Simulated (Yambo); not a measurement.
Yambo run on SiC (2H, space group P6_3mc, No. 186). The wavefunctions are PBEsol (Quantum ESPRESSO, PseudoDojo norm-conserving, 82 Ry, no spin-orbit coupling) ones on a 6×6×4 mesh (8 occupied bands); a = 3.0762 Å, b = 3.0762 Å, c = 5.0482 Å, α = 90.00°, β = 90.00°, γ = 120.00°.

Yambo input:

```
rim_cut
HF_and_locXC
RandQpts= 1000000
RandGvec= 1 Ry
EXXRLvcs= 82 Ry
VXCRLvcs= 328 Ry
% QPkrange
 1 | 1 | 8 | 9 |
 3 | 3 | 8 | 9 |
 10 | 10 | 8 | 9 |
 12 | 12 | 8 | 9 |
 19 | 19 | 8 | 9 |
 21 | 21 | 8 | 9 |
%
```

k points by index: 1 = Γ, 3 = A, 10 = M, 12 = L, 19 = K, 21 = H.

Table of the .hf output:

```
#    K-point    Band    Eo [eV]    Ehf [eV]    Vxc [eV]    Vnlxc [eV]
#
    1    8    0.000000    -2.597491    -14.88112    -17.47861
    1    9    4.728715    9.859260    -12.19828    -7.067730
    3    8    -0.716833    -3.627063    -14.56160    -17.47183
    3    9    5.815839    11.18298    -12.05880    -6.691655
    10    8    -1.203187    -4.300628    -14.39191    -17.48935
    10    9    2.655746    7.226903    -10.70445    -6.133297
    12    8    -2.350288    -5.756404    -13.92434    -17.33046
    12    9    3.172895    7.794777    -11.05470    -6.432817
    19    8    -3.874112    -7.826721    -13.09089    -17.04350
    19    9    2.123045    6.485715    -10.07395    -5.711278
    21    8    -1.749702    -4.986876    -14.15686    -17.39403
    21    9    4.988923    10.10209    -11.49957    -6.386404
```
Exchange alone, without screening.

Geometry relaxed with PBEsol.
